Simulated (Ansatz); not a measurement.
Sb$_{2}$AsSe$_{2}$ in Ansatz, settings compared

The command:

```bash
ansatz run input.yaml --threads 1 --pin off --max-ram 2560MiB --backend cpu --events-out ev --progress --plain --runs-dir out
```

input.yaml:

```yaml
crystal:
  lattice:
    - [0.0, 4.070617, 0.0]
    - [5.526538, -2.035308, 0.0]
    - [-0.04849, 2.035308, -11.615128]
  atoms:
    - { symbol: Sb, position: [0.9548, 0.7341, 0.8245] }
    - { symbol: Sb, position: [0.0452, 0.2659, 0.1755] }
    - { symbol: Sb, position: [0.8119, 0.2259, 0.6021] }
    - { symbol: Sb, position: [0.1881, 0.7741, 0.3979] }
    - { symbol: As, position: [0.3942, 0.7728, 0.9844] }
    - { symbol: As, position: [0.6058, 0.2272, 0.0156] }
    - { symbol: Se, position: [0.2114, 0.1852, 0.7624] }
    - { symbol: Se, position: [0.7886, 0.8148, 0.2376] }
    - { symbol: Se, position: [0.5937, 0.779, 0.5916] }
    - { symbol: Se, position: [0.4063, 0.221, 0.4084] }
  symmetry: { tolerance: 0.0003 }
kpoints:
  mp_grid: { grid: [5, 5, 5], shift: [0, 0, 0] }
magnetization:
  spin_polarized: false
scf:
  occupations: { method: fermi_dirac }
hamiltonian:
  pseudopotentials: { kind: paw }
  xc: pbe
basis:
  ecutwfc: 420
output:
  forces: true
  stress: true
  eigenvalues: true
  write_density: true
  write_potential: true
  elf: true
  volumetric_format: npy
```

Origin of the cell: a known structure type with other elements, at an estimated volume, so it need not be a known compound.

The smearing width isn't typed, so it takes its default of 0.1 eV.

Output of this run (shortened):

```
SCF iter   1: F=—  HF=-57527.725424 eV  Δρ=1.75e-3  dr2=3.40e-2  defer=10
SCF iter   2: F=—  HF=-57527.720726 eV  Δρ=9.42e-4  dr2=6.88e-3  defer=16
SCF iter   3: F=—  HF=-57527.720547 eV  Δρ=3.10e-4  dr2=3.66e-4  defer=16
SCF iter   4: F=—  HF=-57527.720469 eV  Δρ=1.26e-4  dr2=5.05e-5  defer=16
SCF iter   5: F=—  HF=-57527.720475 eV  Δρ=3.59e-5  dr2=3.77e-6  defer=16
SCF iter   6: F=—  HF=-57527.720475 eV  Δρ=1.36e-5  dr2=5.22e-7  defer=16
SCF iter   7: F=-57527.720476 eV  HF=-57527.720476 eV  Δρ=3.36e-6  dr2=4.15e-8
SCF 1 converged in 7 iterations: F = -57527.720476 eV  dr2 = 4.15e-8
SCF converged after 7 iterations
Free energy (F): -57527.720476 eV
Harris-Foulkes:  -57527.720476 eV  (|F-HF|=2.75e-8)
Internal energy: -57527.706874 eV  (E = F + TS)
E sigma→0 (E₀):  -57527.713675 eV
Entropy (-TS):   -0.013602 eV (-1.360 meV/atom)
Fermi energy:    9.498151 eV
--- Per-component energies (eV) ---
  E_band       = -2667.995307
  E_kinetic    = 1506.619271
  E_local      = -19626.798909  (includes V_loc(G=0)·N_el)
  E_nonlocal   = -2276.809443
  E_hartree    = 9647.778529
  E_xc         = -1129.845325
  E_vxc        = -936.810421  (∫ρ·V_xc dr)
  E_paw        = -29612.365357  (= ΣΔE_a)
  E_vpaw       = -629.751503  (= ΣTr[D̂ρ^β])
  E_aug_tail   = -0.002377  (compensation charges beyond the density's cutoff)
  E_ewald      = -16036.283263
  E_smearing   = -0.013602  (= −TS)
  Σ components = -57527.720476   (vs F -57527.720476, Δ=0.00e0)
--- Forces (eV/Å), atoms counted from 1 ---
  atom   1  Sb    -0.451229    -0.000000    -0.418788
  atom   2  Sb     0.451229     0.000000     0.418788
  atom   3  Sb     1.023928     0.000000     0.410070
[… 2 lines left out …]
  atom   6  As    -0.457253    -0.000000    -0.141734
  atom   7  Se     0.681104     0.000000    -0.654344
  atom   8  Se    -0.681104    -0.000000     0.654344
  atom   9  Se    -1.304144    -0.000000     0.458225
  atom  10  Se     1.304144     0.000000    -0.458225
  max |Σ_I F_I| component: 5.55e-17 eV/Å
--- Stress (GPa, compression-positive) ---
        5.719199       0.000000      -0.649112
        0.000000       2.172811      -0.000000
       -0.649113      -0.000000       1.775450
  P = ⅓ Tr σ = 3.2225 GPa (32.225 kbar)
```

The same input was run again with these changes:

1. `basis.ecutwfc` 420 → "14.7 Ry"
2. `scf.mixing.algorithm` default → broyden; `scf.mixing.beta` default → 0.7
3. `basis.xc_grid` default → 1; `scf.lower_state_search` default → standard; `scf.occupations.method` fermi_dirac → tetrahedron
4. `scf.eigensolver.kind` default → davidson

```csv
run,end,SCF iterations,P (GPa),max force component (eV/Å),moment (μB),ΔE(σ→0) (meV/atom)
base,converged,7,3.22,1.304,–,0
1,converged,9,2.53,1.250,–,6206.02
2,converged,8,3.22,1.304,–,0.00
3,converged,8,3.22,1.293,–,-0.33
4,converged,7,3.22,1.304,–,0.00
```

Energies are compared only where functional, datasets, charge and starting cell are the same.

Not properties of the system: run 1 (too coarse or loose: `basis.ecutwfc` = "14.7 Ry").

Caveats of the base run: no spin-orbit coupling, though heavy elements are present; the k mesh is coarse if the cell is a metal.

Run 1: the cutoff lies below the datasets' advice.
Run 3: forces and stress under tetrahedra may miss the slope of the energy.

Time of the base run: 80 s on 1 thread of Arm Neoverse V1, on a shared host, peak memory 0.9 GiB, from the program's own first density.
